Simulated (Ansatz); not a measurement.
Ca$_{3}$SnO (anti-perovskite, space group No. 221), PBE in the plane-wave PAW code Ansatz, all energies at zero smearing, with the estimated change up to a 700 eV cutoff added, with one set of potentials and settings (totals compare only within such a set). Cell of 5 atoms (3 Ca, 1 Sn, 1 O): -12047.888 eV.

```json
[
 {"element": "Ca", "reference phase": "Fm-3m, 1 atoms in the cell", "E (eV/atom)": "-1816.8597"},
 {"element": "Sn", "reference phase": "Fd-3m, 2 atoms in the cell", "E (eV/atom)": "-6024.2128"},
 {"element": "O", "reference phase": "C2/m, 4 atoms in the cell, spin-polarised", "E (eV/atom)": "-565.0000"}
]
```

Formation energy per atom, worked out: (-12047.888 − 3×(-1816.8597) − 1×(-6024.2128) − 1×(-565.0000))/5 = -1.619 eV/atom (-156 kJ per mol of atoms), at 0 K, without zero-point energy or fitted corrections.

Space group Pm-3m (anti-perovskite). The workflow started from an entry of the Crystallography Open Database (COD). Its standing as an ambient phase is unchecked. Symmetry was held in the PBE relaxation; whether a distortion lowers the energy is not shown. The references are the lowest solids computed at this level, not always the standard phases (solids in place of the gases). Scalar-relativistic: spin–orbit coupling is off unless named, which matters more the heavier the elements.

Potentials: the later of the program's two PAW sets.
